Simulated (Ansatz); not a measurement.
The cell below belongs to a search over invented structures; it isn't taken from experiment.

Input and command of a plane-wave DFT calculation in Ansatz:

```yaml
crystal:
  lattice:
    - [-1.7524204828, 1.7524204828, 10.135623163]
    - [1.7524204828, -1.7524204828, 10.135623163]
    - [1.7524204828, 1.7524204828, -10.135623163]
  atoms:
    - { symbol: Hf, position: [0.2940809195, 0.2940809195, 0.0] }
    - { symbol: Hf, position: [0.7059190805, 0.7059190805, 0.0] }
    - { symbol: Ti, position: [0.5656329266, 0.5656329266, 0.0] }
    - { symbol: Ti, position: [0.4343670734, 0.4343670734, 0.0] }
    - { symbol: Ge, position: [0.8622526403, 0.8622526403, 0.0] }
    - { symbol: Ge, position: [0.1377473597, 0.1377473597, 0.0] }
    - { symbol: Ge, position: [0.0, 0.0, 0.0] }
basis:
  ecutwfc: 500
kpoints:
  mp_grid: { grid: [12, 12, 12] }
hamiltonian:
  xc: r2scan
scf:
  occupations: { method: gaussian, width: 0.1 }
output:
  forces: true
  stress: true
  eigenvalues: true
```

```bash
ansatz run input.yaml --threads 1 --pin off --max-ram 2560MiB --backend cpu --events-out ev --progress --plain --runs-dir out
```

Processor: Intel(R) Xeon(R) Platinum 8488C (Sapphire Rapids), 1 thread, on a host shared with other jobs.

Q: How long does it run, and how much memory does it take?

A: About 2.2 min, peak memory 1.5 GiB. It solves 71 bands at 163 k points (after reduction by symmetry) with about 3177 plane waves, in 11 SCF iterations.
